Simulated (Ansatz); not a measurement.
LaBi₂Au in space group P4/nmm (No. 129; Bi on 2c, La on 2c, Bi on 2b, Au on 2a) under volume change, r²SCAN (plane waves, PAW; program Ansatz), shape and atoms relaxed at each volume.

```csv
V (Å³/atom),E − E(relaxed) (meV/atom),P (GPa)
25.644,53.0,7.33
26.490,22.1,4.45
27.335,?,?
28.181,0.0,0.00
29.026,4.6,-1.71
29.872,?,?
30.717,37.2,-4.32
```

Task: Some entries are withheld; supply them.

Result: 
- 27.335, E − E(relaxed) (meV/atom): 5.2
- 27.335, P (GPa): 2.03
- 29.872, E − E(relaxed) (meV/atom): 17.5
- 29.872, P (GPa): -3.13

Task: What does a third-order Birch–Murnaghan fit give for V₀, B₀ and B′?

Result: V₀ = 28.18 Å³/atom, B₀ = 61.8 GPa, B′ = 4.9.

The workflow started from an entry of the Crystallography Open Database (COD, 100 K). Whether it is the stable phase at ambient conditions was not checked. The r²SCAN relaxation kept the symmetry of its start; whether a distortion lowers the energy is not shown. Scalar-relativistic: spin–orbit coupling is off unless named, which matters more the heavier the elements.

Potentials: the later of the program's two PAW sets.
